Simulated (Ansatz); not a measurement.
Al (diamond, space group No. 227) under volume change, the program Ansatz at the PBEsol level (PAW), scaled uniformly.

| V (Å³/atom) | E − E(relaxed) (meV/atom) | P (GPa) |
|---|---|---|
| 24.553 | 31.7 | 4.52 |
| 25.362 | (withheld) | (withheld) |
| 26.172 | 3.2 | 1.29 |
| 26.981 | 0.0 | 0.00 |
| 27.790 | 2.9 | -1.11 |
| 28.600 | (withheld) | (withheld) |
| 29.409 | 23.5 | -2.89 |

Complete the blanks.


- 28.600, E − E(relaxed) (meV/atom): 11.0
- 28.600, P (GPa): -2.07
- 25.362, E − E(relaxed) (meV/atom): 13.4
- 25.362, P (GPa): 2.78

What does a third-order Birch–Murnaghan fit give for V₀, B₀ and B′?

V₀ = 26.98 Å³/atom, B₀ = 39.8 GPa, B′ = 4.0.

Space group Fd-3m (diamond). The start of the workflow was typed in or built on a structure type; neither database checked (COD, Materials Project) lists it. It is not the phase usual at ambient conditions (space group No. 225). The cell was relaxed with PBEsol under the symmetry of its start. At this level the phase is mechanically unstable.

Potentials: the later of the program's two PAW sets.
